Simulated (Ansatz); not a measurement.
Cells of PbI2 relaxed with PBEsol (plane waves to 420 eV, PAW, scalar-relativistic; Ansatz, a first-principles code), each with a space-group label. One label is wrong.

**A**, labelled P2₁/c (No. 14)
```yaml
crystal:
  lattice:
    - [4.38088, 0.00000, 0.00000]
    - [-2.19044, 3.79395, 0.00000]
    - [0.00000, 0.00000, 15.02160]
  atoms:
    - { symbol: Pb, position: [0.33333, 0.66667, 0.75000] }
    - { symbol: Pb, position: [0.66667, 0.33333, 0.25000] }
    - { symbol: I, position: [0.33333, 0.66667, 0.11549] }
    - { symbol: I, position: [0.66667, 0.33333, 0.61549] }
    - { symbol: I, position: [0.66667, 0.33333, 0.88451] }
    - { symbol: I, position: [0.33333, 0.66667, 0.38451] }
```

**B**, labelled Pnnm (No. 58)
```xyz
6
Lattice="7.2544 0.0000 0.0000 0.0000 7.6561 0.0000 0.0000 0.0000 4.6619" Properties=species:S:1:pos:R:3 pbc="T T T"
Pb     3.6272     0.0000     2.3309
Pb     0.0000     3.8280     0.0000
I      5.4002     2.6751     2.3309
I      1.7730     1.1530     0.0000
I      5.4814     6.5031     0.0000
I      1.8542     4.9810     2.3309
```

**C**, labelled P4₂/mmc (No. 131)
```xyz
6
Lattice="4.6056 0.0000 0.0000 0.0000 4.6056 0.0000 0.0000 0.0000 11.2829" Properties=species:S:1:pos:R:3 pbc="T T T"
I      0.0000     2.3028     0.0000
I      2.3028     0.0000     5.6415
I      2.3028     2.3028     2.8207
I      2.3028     2.3028     8.4622
Pb     0.0000     2.3028     5.6415
Pb     2.3028     0.0000     0.0000
```

Problem. Which label is wrong, and what should it be (tolerance 0.01 Å)?

Solution. A: its symmetry is P6₃/mmc (No. 194), hP6, AFLOW prototype AB2_hP6_194_c_f (C7, as in MoS2); a = 4.3809 Å, b = 4.3809 Å, c = 15.0216 Å, α = 90.00°, β = 90.00°, γ = 120.00°.

Each run could gain symmetry but not lose that of its start, so entries can be saddle points. All of these are generated cells (placed on structure types, drawn at random, substituted or restacked) that were not matched to a known phase here.

No spin polarisation in the result.
